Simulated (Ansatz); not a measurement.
CuO2:
```
CuO2
1.0
    1.41015    -4.88812     0.00000
    1.41015     4.88812     0.00000
    0.00000     0.00000     4.21900
Cu O
2 4
Direct
  0.84246   0.15754   0.25000
  0.15754   0.84246   0.75000
  0.46813   0.53187   0.25000
  0.53187   0.46813   0.75000
  0.21347   0.78653   0.25000
  0.78653   0.21347   0.75000
```

Relaxed with PBE+D3(BJ). Special points in fractions of this cell's reciprocal vectors: Γ (0.000, 0.000, 0.000); Y (-0.500, 0.500, 0.000); C0 (-0.271, 0.729, 0.000); Σ0 (0.271, 0.271, 0.000); Z (0.000, 0.000, 0.500); A0 (0.271, 0.271, 0.500); E0 (-0.271, 0.729, 0.500); T (-0.500, 0.500, 0.500); S (0.000, 0.500, 0.000); R (0.000, 0.500, 0.500).

**Question.** List the band energies nearest the Fermi level at these points for plane-wave PAW PBE+D3(BJ) (Ansatz code).

**Answer.** In eV from the Fermi level; about four levels below and three above (degenerate sets whole), none deeper than 8.9 eV; … stands for higher levels left out; points with the same levels are listed once.

| k | below | above |
|---|---|---|
| Γ | -1.35 -1.35 -0.94 -0.91 | 0.51 0.69 1.02 |
| Y | -1.72 -1.25 -1.23 -0.82 | 0.84 0.89 1.18 |
| C0 | -1.79 -1.79 -1.75 -1.50 | 0.28 0.50 0.88 |
| Z | -0.95 -0.95 0.00 0.00 | 0.85 0.85 … |
| A0 | -2.90 -2.90 -1.01 -1.01 | 0.22 0.22 0.44 0.44 |
| T | -2.15 -2.15 -0.98 -0.98 | 0.05 0.05 1.06 1.06 |
| S | -1.93 -1.88 -1.61 -1.55 | 0.48 0.52 0.89 |
| R | -2.90 -2.90 -1.03 -1.03 | 0.20 0.20 0.60 0.60 |

Space group Cmcm. The workflow started from a Materials Project entry (that database holds measured and hypothetical structures alike); the Crystallography Open Database copy checked does not list it. Whether it is the stable phase at ambient conditions was not checked. Symmetry was held in the PBE+D3(BJ) relaxation; its stability against distortions is not shown here. No spin polarisation was allowed. No Hubbard U is applied. Without spin polarisation and U, an open-shell compound can come out a false metal.

Potentials: the later of the program's two PAW sets.
